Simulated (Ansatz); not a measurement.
Relaxed Ti (hcp, Mg type):

```
Ti
1.0
    2.93885     0.00000     0.00000
   -1.46943     2.54512     0.00000
    0.00000     0.00000     4.64996
Ti
2
Direct
  0.33333   0.66667   0.75000
  0.66667   0.33333   0.25000
```

Calculation: PBE (plane waves to 420 eV, PAW, scalar-relativistic; Ansatz, a quantum-chemistry and plane-wave program). k mesh 15×15×8 (Γ-centred), Fermi-Dirac smearing 0.05 eV. With partly filled bands, energies and forces of such displacements shift with the k mesh and the smearing. The PAW data are Ansatz's earlier set. Ti is run without spin polarisation. Ti was relaxed with its symmetry unable to fall.

One atom of the cell was then moved (with its periodic images), all else fixed, and the forces (eV/Å) came out as:

```tsv
atom	Fx	Fy	Fz
Ti1	0.271	0.237	0.891
Ti2	-0.271	-0.237	-0.891
```

With two atoms only their relative shift counts; take Ti2 as fixed.

### Question
Which atom was moved, and by which vector (Å)?

### Answer
Ti1, by (-0.20, -0.20, -0.20), 0.35 Å in all.

(For displaced atoms, the force is minus the slope of the energy, and its curvature is a force constant, which sets phonon frequencies.)
